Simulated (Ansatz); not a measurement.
Theory: DFT PBE, scalar-relativistic, plane waves, PAW in Ansatz. Settings: cutoff 420 eV, Γ-centred meshes spaced at most about 0.3 Å⁻¹, and about 0.25 Å⁻¹ or finer for metals (2π included), Gaussian smearing. No spin polarisation in the final relaxations.

Temperature and zero-point effects are left out. All come from trial cells, and lower structures may exist.

Problem. Order these relaxed structures of Be3ReH by energy, lowest first, with the energy over the lowest of them.
1.

Space group Pmmm (No. 47). a = 2.493 Å, b = 3.094 Å, c = 11.744 Å, α = 90.00°, β = 90.00°, γ = 90.00°
```csv
atom,site,symmetry,x,y,z
Be,1h,mmm,0.5000,0.5000,0.5000
Be,1b,mmm,0.5000,0.0000,0.0000
Be,2q,mm2,0.0000,0.0000,0.5971
Be,2r,mm2,0.0000,0.5000,0.0938
Re,2t,mm2,0.5000,0.5000,0.7237
H,2s,mm2,0.5000,0.0000,0.8042
```

2.

Space group P4/mmm (No. 123). a = 2.591 Å, b = 2.591 Å, c = 7.635 Å, α = 90.00°, β = 90.00°, γ = 90.00°
```json
{"atom": "Be", "site": "1b", "symmetry": "4/mmm", "x": "0.0000", "y": "0.0000", "z": "0.5000"}
{"atom": "Be", "site": "2h", "symmetry": "4mm", "x": "0.5000", "y": "0.5000", "z": "0.6803"}
{"atom": "Re", "site": "1c", "symmetry": "4/mmm", "x": "0.5000", "y": "0.5000", "z": "0.0000"}
{"atom": "H", "site": "1a", "symmetry": "4/mmm", "x": "0.0000", "y": "0.0000", "z": "0.0000"}
```

Solution. 1 (0 meV/atom), 2 (342 meV/atom). Forms: 1 Pmmm; 2 P4/mmm. Counting Be or Re atoms around H (for each partner element, those within 1.25 times its shortest distance or 1.15 times the sum of covalent radii, where it is the nearest in units of that sum or under 1.3): cell 1 has H 2; cell 2 has H 4. Even the lowest lies +0.27 eV/atom against the elements.

These runs have no spin–orbit coupling, which can matter for Re. With hydrogen, zero-point motion can shift such differences by 10 meV/atom or more. A magnetic state wasn't ruled out in cells without spin, among them P4/mmm. Cells relaxed within their symmetry can be saddle points. The Pmmm cell of Be3ReH came from shaking the P4/mmm one. Some types were kept out of the candidates beforehand, so the set may lack a known form.
